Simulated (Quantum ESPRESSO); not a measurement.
**Kohn-Sham bands of GaS (P6₃/mmc)**

```
CELL_PARAMETERS angstrom
      3.59325     0.00000     0.00000
     -1.79663     3.11185     0.00000
      0.00000     0.00000    16.01466
ATOMIC_POSITIONS crystal
  Ga 0.33333 0.66667 0.32645
  Ga 0.66667 0.33333 0.67355
  Ga 0.66667 0.33333 0.82645
  Ga 0.33333 0.66667 0.17355
  S  0.33333 0.66667 0.89315
  S  0.66667 0.33333 0.10685
  S  0.66667 0.33333 0.39315
  S  0.33333 0.66667 0.60685
```

Structure: Materials Project mp-2507, symmetrised, not relaxed again. COD (Crystallography Open Database) has an entry of this formula and space group (matched by these alone). Computed values, not measurements, from LDA: Quantum ESPRESSO (norm-conserving PseudoDojo potentials, cutoff 64 Ry, no spin polarisation, no spin-orbit coupling) on a Γ-centred 4×4×4 mesh, then Wannier90. Density: 12×12×2 mesh, cold smearing 0.01 Ry. The cell is built of weakly bound layers, chains or molecules, whose nearest atoms lie 4.00 Å apart. Database cells relaxed without dispersion often hold them too far apart, which can enlarge gaps and weakens couplings between them; spacing and stacking were not compared with the measured crystal.

Energies are relative to the valence-band maximum; weights are on the orthonormalised atomic waves of the pseudopotential files, averaged over the group. 76 electrons a cell are treated as valence.

| bands | from (eV) | to (eV) | filling | weight on atomic waves |
|---|---|---|---|---|
| 1–20 | -15.11 | -14.50 | filled | ___ |
| 21–24 | -14.02 | -11.85 | filled | ___ |
| 25–38 | -7.52 | 0.00 | filled | ___ |

**Question.** Which atomic shells make up each group?

**Answer.** 
- 1–20, weight on atomic waves: Ga 3d 97 %
- 21–24, weight on atomic waves: S 3s 61 %, Ga 4p 18 %, Ga 3d 11 %
- 25–38, weight on atomic waves: S 3p 63 %, Ga 4p 20 %, Ga 4s 13 %

The Kohn-Sham gap over both meshes and the path is 1.58 eV.
